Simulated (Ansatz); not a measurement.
Ta2O5 in space group Pmmm (No. 47; Pearson symbol oP7), PBEsol in the plane-wave PAW code Ansatz. The conduction-band minimum lies at X, with 1 equivalent valley. Second derivatives d²E/dk² of the lowest band at one valley (eV·Å²), along Cartesian directions:

| direction | d²E/dk² |
|---|---|
| [100] | 7.806 |
| [010] | 32.57 |
| [001] | 1.033 |
| [110] | 20.19 |
| [101] | 4.421 |
| [011] | 16.81 |

Problem. Find the principal effective masses, the density-of-states mass and the conductivity mass.

Solution. Off-diagonal terms follow from H_xy = H[110] − (H_xx + H_yy)/2, and m*/mₑ = 7.620 eV·Å² over each eigenvalue: 0.23, 0.98, 7.4. One valley's DOS mass (m₁m₂m₃)^(1/3) = 1.2, conductivity mass 3/(Σ 1/mᵢ) = 0.55 mₑ.

Problem. What effective density of states Nc follows at 300 K for parabolic valleys?

Solution. Nc = 2.509e19 × 1 × (1.2)^(3/2) ≈ 3.3e19 cm⁻³.

The workflow started from a Materials Project entry (that database holds measured and hypothetical structures alike); the Crystallography Open Database copy checked does not list it. COD files the formula under space group No. 49, so this cell is another polymorph or a model. Its standing as an ambient phase is unchecked. The cell was relaxed with PBEsol under the symmetry of its start. At this level the phase is dynamically unstable (imaginary phonons). No spin polarisation was allowed. Spin–orbit coupling is left out wherever it is not named.

Potentials: the later of the program's two PAW sets.

Edges and masses are those of Kohn–Sham bands, whose gap is no quasiparticle gap.
